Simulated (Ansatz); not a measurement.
## Zone-centre phonons of CdC₂ at 2 GPa: input and output

Level of theory: DFT PBE, scalar-relativistic, plane waves, PAW in Ansatz 0.2.0.

Launched with:
```bash
ansatz run input.yaml --threads 1 --pin off --max-ram 3072MiB --backend cpu --events-out ev --progress --plain --runs-dir out
```

Input (bare energies are in eV):
```yaml
crystal:
  lattice:
    - [-1.7275803892, 2.3206086808, 2.5789339062]
    - [1.7275803892, -2.3206086808, 2.5789339062]
    - [1.7275803892, 2.3206086808, -2.5789339062]
  atoms:
    - { symbol: Cd, position: [0.0, 0.0, 0.0] }
    - { symbol: C, position: [0.3642641509, 0.5, 0.8642641509] }
    - { symbol: C, position: [0.6357358491, 0.5, 0.1357358491] }
basis:
  ecutwfc: 420
kpoints:
  mp_grid: { grid: [10, 10, 10] }
hamiltonian:
  xc: pbe
scf:
  occupations: { method: fixed }
output:
  eigenvalues: true
phonons:
  method: dfpt
  dielectric: true
  rigid_motions: translations
  eigenvectors: true
```

The end of the output:
```
--- Phonons (Γ-DFPT): 6 representative perturbations + reference, on 504 of 1000 k-points (Σ response iterations 21) ---
  k mesh reduced under 1 symmetry operation, with k and −k counted as one. Each operation leaves every solved perturbation unchanged. A smaller set is not considered because the run solves the response ...
  ASR residual: 2.452e-5 → 0.000e0 eV/Å²; symmetrization residual: 4.069e-6 eV/Å²
  ASR residual per site (eV/Å²): 1.42e-5 2.45e-5 2.45e-5
  Γ frequencies (cm⁻¹): 0.00 0.00 0.00 148.31 163.03 204.60 224.96 242.12 1847.13
  ε∞ (high-frequency dielectric tensor):
        6.610990     0.000000     0.000000
        0.000000     9.143264     0.000000
        0.000000     0.000000     7.372700
  ε⁰ (static dielectric tensor: ions relaxed, cell fixed):
       21.349893    -0.000000    -0.000000
       -0.000000    19.869853     0.000000
       -0.000000     0.000000    27.363385
  ε⁰ − ε∞ (ionic part):
       14.738903    -0.000000    -0.000000
       -0.000000    10.726589     0.000000
       -0.000000     0.000000    19.990685
  softest optical mode at Γ: 148.31 cm⁻¹; the repairs (sum rule, projections) moved no ω² at Γ by more than (1.18 cm⁻¹)²
  Born effective charges Z* (e; rows j = field, columns β = displacement):
    site 0:
         2.55283    0.00000    0.00000
         0.00000    2.73306    0.00000
         0.00000    0.00000    2.70462
    site 1:
        -1.27641    0.00000    0.00000
         0.00000   -1.36653    0.00000
         0.00000    0.00000   -1.35231
    site 2:
        -1.27641    0.00000    0.00000
         0.00000   -1.36653    0.00000
         0.00000    0.00000   -1.35231
  Z* charge neutrality: 1.143e-3 e pre-enforcement
  solved inside a basis spanned on kpoints, on 10×10×10 k-points, its susceptibility summed on 14×16×16: ε∞ is read to err by 2.6e-2, Z* by 2.2e-2 e (field_mesh: kpoints solves on kpoints); Z* is corrected for ...
  optical modes at Γ without the LO–TO term, one row a degenerate level:
      ω (cm⁻¹) modes IR ((D/Å)²/amu)
        148.31      1             8.5265
        163.03      1             7.5963
        204.60      1             8.7068
        224.96      1             0.0000
        242.12      1             0.0000
       1847.13      1             0.0000
  optical modes at Γ + LO–TO along q̂ = [1.0000, 0.0000, 0.0000]:
      ω (cm⁻¹) modes IR ((D/Å)²/amu)
        148.31      1             8.5265
        204.60      1             8.7068
        224.96      1             0.0000
        242.12      1             0.0000
        292.98      1             7.5963
       1847.13      1             0.0000
  optical modes at Γ + LO–TO along q̂ = [0.0000, 1.0000, 0.0000]:
      ω (cm⁻¹) modes IR ((D/Å)²/amu)
        148.31      1             8.5265
        163.03      1             7.5963
        224.96      1             0.0000
        242.12      1             0.0000
        301.62      1             8.7068
       1847.13      1             0.0000
  optical modes at Γ + LO–TO along q̂ = [0.0000, 0.0000, 1.0000]:
      ω (cm⁻¹) modes IR ((D/Å)²/amu)
        163.03      1             7.5963
        204.60      1             8.7068
        224.96      1             0.0000
        242.12      1             0.0000
        285.73      1             8.5265
       1847.13      1             0.0000
```

Time: 4.5 min on 1 thread of Intel(R) Xeon(R) 6975P-C (Granite Rapids) (shared host), peak memory 1.6 GiB.

The cell was built by swapping an element in a database structure (itself possibly hypothetical) and relaxing; it need not be the stable form of this composition.